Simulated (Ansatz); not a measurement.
Structure relaxation, Hf

The start is a relaxed Hf cell with every coordinate shifted by Gaussian noise of σ = 0.3 Å. A full variable-cell relaxation at zero pressure is run with r2SCAN (plane waves to 500 eV, PAW, scalar-relativistic; Ansatz, an electronic-structure program). The first steps use a coarse 12×12×7 k-mesh.

Initial structure:
```
CELL_PARAMETERS angstrom
      3.19784     0.00000     0.00000
     -1.59892     2.76941     0.00000
      0.00000     0.00000     5.04744
ATOMIC_POSITIONS crystal
  Hf 0.39675 0.60794 0.74233
  Hf 0.52664 0.36992 0.13024
```

```json
{
 "energy_released": "about 1.2 eV/atom",
 "optimiser_moves": "9"
}
```

It ends as:

Space group P6₃/mmc (No. 194); a = b = 3.1978 Å, c = 5.0475 Å, α = β = 90.00°, γ = 120.00°

| atom | site | symmetry | x | y | z |
|---|---|---|---|---|---|
| Hf | 2c | -6m2 | 0.3333 | 0.6667 | 0.2500 |

Final values are on a 17×17×9 k-mesh of the relaxed cell. The start holds a very short contact (Hf–Hf 2.21 Å). No spin polarisation in the result.

The run could not lose the symmetry of its start.
